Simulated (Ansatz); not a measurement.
TbAs:
```
CELL_PARAMETERS angstrom
      0.00000     2.87520     2.87520
      2.87520     0.00000     2.87520
      2.87520     2.87520     0.00000
ATOMIC_POSITIONS crystal
  Tb 0.50000 0.50000 0.50000
  As 0.00000 0.00000 0.00000
```
The run is spin-polarised; directions of the spins, atom by atom: ↑ 0.

Relaxed with PBEsol.

### Question
Give the Bader charges and basin volumes of the independent atoms, DFT-PBEsol in the program Ansatz with PAW potentials.

### Answer


```
atom  Bader charge (e)  Bader volume (Å³)
----  ----------------  -----------------
Tb1              +1.51               17.6
As2              -1.51               29.9
```

Space group Fm-3m (rock salt). The workflow started from an entry of the Crystallography Open Database (COD). Whether it is the stable phase at ambient conditions was not checked. The PBEsol relaxation kept the symmetry of its start; whether a distortion lowers the energy is not shown. Magnetic state: ferromagnetic, the only order run, not a proven ground state. The cell computed holds one magnetic atom, so no antiferromagnetic order was within reach. Caveat: open 4f shells can settle in a state that is not the lowest. No Hubbard U is applied. Scalar-relativistic: spin–orbit coupling is off unless named, which matters more the heavier the elements.

Potentials: the later of the program's two PAW sets.
